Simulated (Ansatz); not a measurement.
One crystal and one scan (energy against volume) at two levels, PBE (plane waves to 420 eV, PAW, scalar-relativistic; Ansatz, a program for electronic structure) and PBEsol (plane waves to 420 eV, PAW, scalar-relativistic; Ansatz), each from its own relaxed cell and on its own mesh. The cell shown is that of PBE.

CdSe (zinc blende)

```
CdSe
1.0
    0.00000     3.09814     3.09814
    3.09814     0.00000     3.09814
    3.09814     3.09814     0.00000
Se Cd
1 1
Direct
  0.75000   0.75000   0.75000
  0.00000   0.00000   0.00000
```

This relaxed cell (volume V₀) is scaled evenly in all directions, its shape held. Symmetry pins the atoms to their sites.

E stands for the smeared free energy. CdSe was relaxed with its symmetry unable to fall. Both scans cover V/V₀ from 0.840 to 1.160.

ΔE (meV/atom), each from the relaxed starting cell of its own level:

```csv
V/V₀,PBE,PBEsol
0.840,147.5,162.6
0.867,96.5,106.4
0.893,58.3,64.3
0.920,31.0,34.2
0.947,13.0,14.4
0.973,3.1,3.4
1.000,0.0,0.0
1.027,2.8,3.1
1.053,10.8,11.8
1.080,23.0,withheld
1.107,39.1,42.9
1.133,58.3,64.0
1.160,80.3,88.2
```

Question: Estimate the PBEsol value at 1.080 from the PBE value there and the ratio of the two levels in the two nearest given rows on that side of the minimum.

Answer: At 1.053 and 1.107 the ratio PBEsol/PBE averages 1.095, which gives 1.095 × 23.0 = 25.2 meV/atom. The calculation gives 25.3 meV/atom, +10.0 % against PBE.

(Under strain, the slope of the energy per volume gives the stress and its curvature an elastic modulus.)
